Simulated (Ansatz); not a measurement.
CrCuO₂ (delafossite type, space group R-3m)

```xyz
4
Lattice="1.5064 0.8697 5.7039 -1.5064 0.8697 5.7039 0.0000 -1.7394 5.7039" Properties=species:S:1:pos:R:3 pbc="T T T"
Cu     0.0000     0.0000     0.0000
Cr     0.0000     0.0000     8.5559
O      0.0000     0.0000     1.8556
O      0.0000     0.0000    15.2562
```

This relaxed cell (volume V₀) is scaled evenly in all directions, its shape held. The atoms relax within the cell's symmetry.

Computed with PBE (plane waves to 420 eV, PAW, scalar-relativistic; Ansatz, a quantum-chemistry and plane-wave program). k mesh 13×13×13 (Γ-centred), Fermi-Dirac smearing 0.05 eV. Energies are smeared free energies. With the shape held, the modulus is that of even scaling; a crystal free to change shape is softer. CrCuO2 is run spin-polarised and with no Hubbard U. CrCuO2 was relaxed with its symmetry unable to fall. Relaxed CrCuO2 ends ferromagnetic. Other magnetic orders were not checked, so this need not be the ground state. ΔE is measured from the relaxed starting cell.

```tsv
V (Å³/atom)	ΔE (meV/atom)
10.536	23.9
10.704	13.1
10.872	5.6
11.041	1.4
11.209	0.0
11.377	1.3
11.545	5.1
11.713	11.0
11.881	19.1
```

What is the fitted pressure derivative B₀′?

4.6.

What bulk modulus at fixed cell shape B₀ follows from a third-order Birch-Murnaghan fit?

169 GPa. Check by three points about V = 11.209 Å³/atom, step 0.168: d²E/dV² ≈ (1.4 − 2·0.0 + 1.3) meV / 0.168² = 0.0955 eV/Å⁶, and V·d²E/dV² × 160.2 = 172 GPa.

(A scan under strain: stresses follow from slopes of the energy per volume, elastic moduli from its curvatures.)
